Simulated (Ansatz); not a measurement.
The relaxed structure here is a generated cell of MgO: the first start was made by a random draw of sites in a space group, and the end was not matched to a known phase here, so it may be hypothetical. Known forms of MgO include space group No. 225.

The end point of a relaxation of MgO. All values below come from r2SCAN (plane waves to 500 eV, PAW, scalar-relativistic; Ansatz, a quantum-chemistry and plane-wave program).

```
CELL_PARAMETERS angstrom
      1.57563    -2.55254     0.00000
      1.57563     2.55254     0.00000
      0.00000     0.00000     5.36850
ATOMIC_POSITIONS crystal
  Mg 0.00000 0.50000 0.50000
  Mg 0.50000 0.00000 0.00000
  O  0.00000 0.00000 0.25000
  O  0.00000 0.00000 0.75000
```

Question: Determine the symmetry and give the standard cell with its independent sites.

Answer: Space group Cccm (No. 66); a = 3.151 Å, b = 5.105 Å, c = 5.368 Å, α = β = γ = 90.00°

| atom | site | symmetry | x | y | z |
|---|---|---|---|---|---|
| Mg | 4e | ..2/m | 0.2500 | 0.2500 | 0.0000 |
| O | 4a | 222 | 0.0000 | 0.0000 | 0.2500 |

Question: Give the shortest distances between elements (the closest pairs, up to four, under 3.6 Å).

Answer: Mg–O 2.01 Å; O–O 2.68 Å; Mg–Mg 3.00 Å.

```json
{
 "volume_per_atom": "10.80 Å³",
 "band_gap": "3.01 eV, indirect (valence top at k = (0.25, 0.3333, 0), conduction bottom at Γ) (no spin-orbit coupling)",
 "smallest_direct_gap": "3.09 eV at Γ"
}
```

No spin polarisation in the result.

The run could not lose the symmetry of its start, so the end can be a saddle point.
